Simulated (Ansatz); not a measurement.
The relaxed structure here is a generated cell of B6As: the first start was made by a random draw of sites in a space group, and the end was not matched to a known phase here, so it may be hypothetical.

The end point of a relaxation of B₆As. Space group Pmm2 (No. 25). Level of theory: r2SCAN (plane waves to 500 eV, PAW, scalar-relativistic; Ansatz, a program for electronic structure).

```cif
data_AsB6
_chemical_formula_sum 'As1 B6'
_space_group_name_H-M_alt 'P 1'
_space_group_IT_number 1
_cell_length_a 2.82692
_cell_length_b 4.67621
_cell_length_c 5.49277
_cell_angle_alpha 90.000
_cell_angle_beta 90.000
_cell_angle_gamma 90.000
loop_
_space_group_symop_operation_xyz
  'x, y, z'
loop_
_atom_site_label
_atom_site_type_symbol
_atom_site_fract_x
_atom_site_fract_y
_atom_site_fract_z
_atom_site_occupancy
As1 As 0.50000 0.50000 0.96011 1
B1 B 0.00000 0.32652 0.47310 1
B2 B 0.00000 0.67348 0.47310 1
B3 B 0.50000 0.50000 0.34768 1
B4 B 0.50000 0.81991 0.70273 1
B5 B 0.50000 0.18009 0.70273 1
B6 B 0.00000 0.00000 0.60552 1
```

```yaml
volume_per_atom: 10.37 Å³
band_gap: zero (metallic)
shortest_distances: B–B 1.62 Å; As–B 2.06 Å; As–As 2.83 Å
k-mesh: 16×10×9
```

Band energies at high-symmetry points (eV from the Fermi level; labels of this space group; no spin-orbit coupling), from −5 eV up to 5.0 eV:

```
point                                                 energies
-----  -------------------------------------------------------
Γ            -4.57 -4.55 -2.52 -0.87 -0.07 2.64 2.77 3.54 4.61
X                       -4.71 -3.05 -2.53 -0.58 0.25 1.68 2.12
S                 -4.56 -4.09 -3.86 -3.42 -0.88 2.04 3.30 3.46
Y        -4.99 -3.73 -2.63 -1.89 1.29 1.45 3.81 3.82 4.49 4.88
Z       -4.52 -4.52 -4.07 -0.98 -0.78 2.79 3.03 4.49 4.81 4.95
U                  -3.73 -3.39 -2.13 -0.06 0.02 1.29 2.51 4.20
R                  -3.93 -3.62 -3.28 -3.16 0.38 0.43 2.23 4.55
T      -4.94 -4.56 -3.72 -2.55 -2.19 -1.29 0.71 2.95 3.89 4.29
```

No spin polarisation in the result. The relaxed primitive cell holds an odd number of electrons. A magnetic state may lie lower.

The run could not lose the symmetry of its start: the end is stationary, and may be a saddle point rather than a minimum.
